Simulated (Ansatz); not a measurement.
The computed numbers are results of PBEsol, scalar-relativistic (collinear spin) in the plane-wave PAW code Ansatz at 420 eV, 10×10×8 k-mesh, Gaussian smearing of 0.05 eV. The datasets are Ansatz's generated set soft_2.

A crystal of composition CaX2, relaxed at this level of theory, gives this pattern between 10° and 80°.

Cu Kα1 powder pattern (kinematic, no thermal factors).
2θ (°) (relative intensity): 20.47 (39), 27.43 (3), 34.47 (100), 41.64 (24), 48.50 (46), 50.59 (1), 53.16 (17), 60.85 (17), 64.44 (2), 65.79 (33), 71.39 (10)

Task: Which lattice and cell does the pattern come from?

Result: Hexagonal, space group P6/mmm (No. 191), a = 3.751 Å, b = 3.751 Å, c = 4.335 Å, α = 90.00°, β = 90.00°, γ = 120.00°. The line positions fix the lattice at most, not the space group, and lines under 1 % of the strongest aren't listed; this is the group of the computed cell.

A compound CaX2 has these computed properties.

| Item | Value |
| --- | --- |
| Band gap | zero (metallic) |
| Density of states at the Fermi level | 0.60 states/(eV·atom) |
| Magnetic state | ferromagnetic (the only order tried) |
| Site spin moments | Ca -0.10; X 1.22 μB |
| Spin moment of the cell | 2.16 μB |
| Formation energy from the elements (0 K, uncorrected) | 0.23 eV/atom (unstable against the elements) |
| Bulk modulus (Birch–Murnaghan) | 78 GPa |

Sites: Ca on 1a, X on 2d.

Task: Which element is X?
A. Cu
B. Co
C. Ni
D. Mn

Result: B. X is Co, so the compound is CaCo2.

This is a trial structure made by placing the elements on a prototype's sites, so it needn't be the stable form.

The run wasn't fully tested for a lower electronic state. Site moments are of spin, integrated over atomic spheres. Only parallel moments were tried, so the real magnetic order may be another.
